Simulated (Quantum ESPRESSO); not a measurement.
# Ag2TaAu3RhNb: input and log of a self-consistent run

Computed values, not a measurement. The program is pw.x of Quantum ESPRESSO 7.5 (plane-wave density functional theory). The cell is made up: eight metal atoms on a face-centred cubic lattice, with elements, volume, strain and displacements drawn at random and not relaxed, so it may be unstable or far from any real phase. PseudoDojo standard norm-conserving files set the functional (PBE unless stated); there is no spin polarisation or spin-orbit coupling, the Fermi-Dirac width of 0.25 eV means electrons at about 2900 K, and the masses in the input are unused placeholders. Heavy elements are run without spin-orbit coupling, which real alloys of them have. A spin test at this wide smearing found no moment, but such smearing suppresses magnetism that the real alloy may have.

Input:

```
&control calculation='scf', pseudo_dir='./dojo.nc.sr.pbe.v0_5.standard.upf', outdir='./o', disk_io='minimal', tprnfor=.true., tstress=.true. /
&system ibrav=0, nat=8, ntyp=5, nbnd=81, ecutwfc=87.97787729, nosym=.true., tot_charge=0,
 occupations='smearing', smearing='fd', degauss=0.0183746611
/
&electrons conv_thr=1.470e-08, electron_maxstep=70, mixing_beta=0.5 /
ATOMIC_SPECIES
Ag 1.0 Ag.upf
Au 1.0 Au.upf
Nb 1.0 Nb.upf
Rh 1.0 Rh.upf
Ta 1.0 Ta.upf
CELL_PARAMETERS angstrom
2.1031 4.2266 2.0791
2.1003 -4.2222 2.0731
2.1871 -0.0038 -6.3136
ATOMIC_POSITIONS angstrom
Ag 0.0395 -0.0609 -0.0175
Ta 2.1706 -2.0924 -0.0354
Au 2.1787 -0.0412 -2.0736
Au 4.3304 -2.1356 -2.1463
Rh 2.1723 -0.0052 2.0988
Ag 2.106 2.1056 -0.0303
Au 4.1934 0.0553 -0.0042
Nb 4.2846 2.0713 -2.1226
K_POINTS automatic
5 5 4 1 1 1
```

The log is shortened where brackets say so; the opening notice, blank lines, dates and the lines on written files are dropped, and the path of the files is cut. It prints rydbergs, bohrs and kilobars, and counts compression as positive stress. Its total energy is the free energy E - TS of the whole cell.

```
     Program PWSCF v.7.5
     Parallel version (MPI & OpenMP), running on       4 processor cores
     Number of MPI processes:                 4
     Threads/MPI process:                     1
     [start-up lines left out]
     bravais-lattice index     =            0
     lattice parameter (alat)  =       9.7481  a.u.
     unit-cell volume          =    1015.4385 (a.u.)^3
     number of atoms/cell      =            8
     number of atomic types    =            5
     number of electrons       =       138.00
     number of Kohn-Sham states=           81
     kinetic-energy cutoff     =      87.9779  Ry
     charge density cutoff     =     351.9115  Ry
     scf convergence threshold =      1.5E-08
     mixing beta               =       0.5000
     number of iterations used =            8  plain     mixing
     Exchange-correlation= PBE
                           (   1   4   3   4   0   0   0)
     [axes and pseudopotential details left out]
   Cartesian axes
     site n.     atom                  positions (alat units)
         1        Ag     tau(   1) = (   0.0076573  -0.0118058  -0.0033925  )
         2        Ta     tau(   2) = (   0.4207835  -0.4056240  -0.0068625  )
         3        Au     tau(   3) = (   0.4223537  -0.0079869  -0.4019795  )
         4        Au     tau(   4) = (   0.8394734  -0.4139986  -0.4160728  )
         5        Rh     tau(   5) = (   0.4211131  -0.0010081   0.4068647  )
         6        Ag     tau(   6) = (   0.4082604   0.4081829  -0.0058738  )
         7        Au     tau(   7) = (   0.8129151   0.0107202  -0.0008142  )
         8        Nb     tau(   8) = (   0.8305948   0.4015336  -0.4114784  )
     number of k points=    50  Fermi-Dirac smearing, width (Ry)=  0.0184
                       cart. coord. in units 2pi/alat
        k(    1) = (   0.2580325  -0.0000765  -0.0127448), wk =   0.0400000
        k(    2) = (   0.4083630  -0.0000182  -0.1649291), wk =   0.0400000
     [further k points left out]
     Dense  grid:   113129 G-vectors     FFT dimensions: (  60,  60,  75)
     Estimated max dynamical RAM per process >     452.32 MB
     Estimated total dynamical RAM >       1.69 GB
     Initial potential from superposition of free atoms
     starting charge     137.9949, renormalised to     138.0000
     Starting wfcs are   80 randomized atomic wfcs +    1 random wfcs
     total cpu time spent up to now is        5.7 secs
     per-process dynamical memory:   344.1 Mb
     Self-consistent Calculation
     iteration #  1     ecut=    87.98 Ry     beta= 0.50
     Davidson diagonalization with overlap
     ethr =  1.00E-02,  avg # of iterations =  3.0
     total cpu time spent up to now is       20.6 secs
     total energy              =   -1997.80754611 Ry
     estimated scf accuracy    <       1.70697645 Ry
     iteration #  2     ecut=    87.98 Ry     beta= 0.50
     Davidson diagonalization with overlap
     ethr =  1.24E-03,  avg # of iterations =  3.1
     total cpu time spent up to now is       37.1 secs
     total energy              =   -1996.28447309 Ry
     estimated scf accuracy    <      27.71389343 Ry
     iteration #  3     ecut=    87.98 Ry     beta= 0.50
     Davidson diagonalization with overlap
     ethr =  1.24E-03,  avg # of iterations =  3.0
     total cpu time spent up to now is       52.3 secs
     total energy              =   -1998.38378623 Ry
     estimated scf accuracy    <       2.32709373 Ry
     iteration #  4     ecut=    87.98 Ry     beta= 0.50
     Davidson diagonalization with overlap
     ethr =  1.24E-03,  avg # of iterations =  2.0
     total cpu time spent up to now is       65.6 secs
     total energy              =   -1998.53913305 Ry
     estimated scf accuracy    <       0.44073184 Ry
     iteration #  5     ecut=    87.98 Ry     beta= 0.50
     Davidson diagonalization with overlap
     ethr =  3.19E-04,  avg # of iterations =  2.0
     total cpu time spent up to now is       78.7 secs
     total energy              =   -1998.55698983 Ry
     estimated scf accuracy    <       0.55433497 Ry
     [iterations 6 to 9 left out]
     iteration # 10     ecut=    87.98 Ry     beta= 0.50
     Davidson diagonalization with overlap
     ethr =  5.34E-07,  avg # of iterations =  1.1
     total cpu time spent up to now is      143.9 secs
     total energy              =   -1998.59108043 Ry
     estimated scf accuracy    <       0.00000426 Ry
     iteration # 11     ecut=    87.98 Ry     beta= 0.50
     Davidson diagonalization with overlap
     ethr =  3.09E-09,  avg # of iterations =  3.9
     total cpu time spent up to now is      160.4 secs
     total energy              =   -1998.59108127 Ry
     estimated scf accuracy    <       0.00000166 Ry
     iteration # 12     ecut=    87.98 Ry     beta= 0.50
     Davidson diagonalization with overlap
     ethr =  1.20E-09,  avg # of iterations =  2.0
     total cpu time spent up to now is      174.3 secs
     total energy              =   -1998.59108150 Ry
     estimated scf accuracy    <       0.00000014 Ry
     iteration # 13     ecut=    87.98 Ry     beta= 0.50
     Davidson diagonalization with overlap
     ethr =  1.03E-10,  avg # of iterations =  2.0
     total cpu time spent up to now is      189.1 secs
     total energy              =   -1998.59108152 Ry
     estimated scf accuracy    <       0.00000003 Ry
     iteration # 14     ecut=    87.98 Ry     beta= 0.50
     Davidson diagonalization with overlap
     ethr =  2.04E-11,  avg # of iterations =  2.0
     total cpu time spent up to now is      203.7 secs
     End of self-consistent calculation
     [lines on levels left out]
!    total energy              =   -1998.59108152 Ry
     estimated scf accuracy    <          8.7E-09 Ry
     smearing contrib. (-TS)   =      -0.10733548 Ry
     internal energy E=F+TS    =   -1998.48374604 Ry
     The total energy is F=E-TS. E is the sum of the following terms:
     one-electron contribution =    -689.28593254 Ry
     hartree contribution      =     412.94858845 Ry
     xc contribution           =    -341.76374232 Ry
     ewald contribution        =   -1380.38265962 Ry
     convergence has been achieved in  14 iterations
     Forces acting on atoms (cartesian axes, Ry/au):
     atom    1 type  1   force =    -0.00081153    0.00711529    0.00538631
     atom    2 type  5   force =    -0.01243319   -0.00783428    0.01383799
     atom    3 type  2   force =    -0.00147278    0.00239940   -0.01637315
     atom    4 type  2   force =    -0.00668101   -0.00297208    0.00579629
     atom    5 type  4   force =    -0.00687282    0.00305684   -0.00152729
     atom    6 type  1   force =    -0.00294369    0.00085134    0.00704268
     atom    7 type  2   force =     0.00949218   -0.00720176    0.00858616
     atom    8 type  3   force =     0.02172285    0.00458524   -0.02274901
     Total force =     0.046849     Total SCF correction =     0.000503
     Computing stress (Cartesian axis) and pressure
          total   stress  (Ry/bohr**3)                   (kbar)     P=     -106.91
  -0.00068235  -0.00011335   0.00019841         -100.38      -16.67       29.19
  -0.00011335  -0.00081948  -0.00012402          -16.67     -120.55      -18.24
   0.00019841  -0.00012402  -0.00067841           29.19      -18.24      -99.80
     init_run     :      5.31s CPU      5.59s WALL (       1 calls)
     electrons    :    193.07s CPU    198.01s WALL (       1 calls)
     forces       :      2.44s CPU      2.45s WALL (       1 calls)
     stress       :      8.49s CPU      8.66s WALL (       1 calls)
     [timing details left out]
     PWSCF        :   3m29.39s CPU   3m34.82s WALL
     JOB DONE.
```

In other units: free energy -27192.217 eV for the cell, pressure -10.69 GPa, largest force component 0.585 eV/Å in size. The run took 217 s of wall time with four MPI processes on a shared machine (Intel Xeon, 2023 or later, virtual cores), so the time is rough. A rerun of this cell at a higher cutoff and on a denser mesh moved values by no more than 0.008 eV in energy, 0.05 GPa in stress and 0.003 eV/Å in force, and a second program with other atomic files agreed on that cell to 2 % rms in force and 0.5 GPa in pressure.